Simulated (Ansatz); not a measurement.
## LiCaF3: energy along a strain

LiCaF3, Pm-3m, a = 3.761 Å (as given, not relaxed at this level: 0.0 GPa). The structure is a Materials Project entry; whether it is the stable form wasn't checked. Ansatz: PBE, PAW, 420 eV, Γ-centred 6×6×6 mesh on 5 atoms, Gaussian smearing 0.05 eV; no spin polarisation. Cell vectors (Å): 3.761 0.000 0.000; 0.000 3.761 0.000; 0.000 0.000 3.761. The cell is strained by x per cent times the pattern (1 -1 0 0 0 0) in the order xx yy zz yz xz xy (engineering shears), with fractional coordinates held. y is the free energy over the start, V0 = 10.642 Å³/atom. Symmetry makes y even in x. Points with a strain past 8.5 % were computed too (4) and aren't used here.

| x (%) | y (meV/atom) |
| --- | --- |
| -7.50 | 47.11 |
| 0.00 | 0.00 |
| 1.87 | 2.89 |
| 3.75 | 11.49 |
| 5.62 | ? |

Problem. Fit y = c2 x² + c4 x⁴ to the other rows, get the stiffness along the pattern, and predict the missing energy.

Solution. Least squares on the rows shown. y = 0.81162 x² + 0.00046008 x⁴. The clamped-ion stiffness p·C·p = 2 × 8.116 eV × 160.2 / 10.642 Å³ = 244 GPa. At x = 5.62 the fit asked for gives 26.09 meV/atom. The run gave 26.02 meV/atom, so the fit is 0.07 meV/atom too high, a small miss on the scale of the series.

Symmetry holds off the tilts and polar distortions that many cubic perovskites undergo.